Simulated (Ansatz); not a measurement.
# SiB, first-principles data

SiB:
```
CELL_PARAMETERS angstrom
      3.11690     0.00000     0.00000
     -1.55845     2.69931     0.00000
      0.00000     0.00000     5.83487
ATOMIC_POSITIONS crystal
  Si 0.33333 0.66667 0.35567
  Si 0.66667 0.33333 0.85567
  B  0.33333 0.66667 0.01932
  B  0.66667 0.33333 0.51932
```

Space group P6_3mc (No. 186), wurtzite; conventional cell a = b = 3.1169 Å, c = 5.8349 Å, α = β = 90.00°, γ = 120.00°.

Method: LDA in the plane-wave PAW code Ansatz. Structure relaxed to zero pressure with the same functional. Other levels are named where they apply.

### Cell and energy

- Volume per atom = 12.27 Å³
- Density = 2.63 g/cm³
- Formation energy from the elements (no fitted shifts) = 0.39 eV/atom

### Electronic structure

* **Electronic character**: metallic (no gap)
* **Density of states at the Fermi level**: 0.32 states/eV per atom (mean over ±0.08 eV)

### Mechanics

Bulk modulus (Birch–Murnaghan fit): 129 GPa
Pressure derivative B′: 4.0
Elastic constants (relaxed ions, GPa): C11 = 104, C12 = 160, C13 = 101, C33 = 368, C44 = 86.9
Mechanical stability: unstable (C has a negative eigenvalue)

### Phonons

- Highest zone-centre frequency = 801 cm⁻¹
- Zone-centre stability = no imaginary mode at Γ

The workflow started from a Materials Project entry (that database holds measured and hypothetical structures alike); the Crystallography Open Database copy checked does not list it. Its standing as an ambient phase is unchecked. The cell was relaxed with LDA under the symmetry of its start. Its formation energy is positive at this level, so the cell may be metastable or incomplete. As this level gives no gap, shear constants depend on the k-mesh and smearing (Fermi–Dirac, 0.1 eV here). As this level gives no gap, phonon frequencies hold no LO–TO term and depend on the k-mesh and smearing (Fermi–Dirac, 0.1 eV here). On the denser mesh and wider smearing of the elastic run this cell carries a stress of 0.5 GPa. The references are the lowest solids computed at this level, not always the standard phases.

Potentials: the later of the program's two PAW sets.
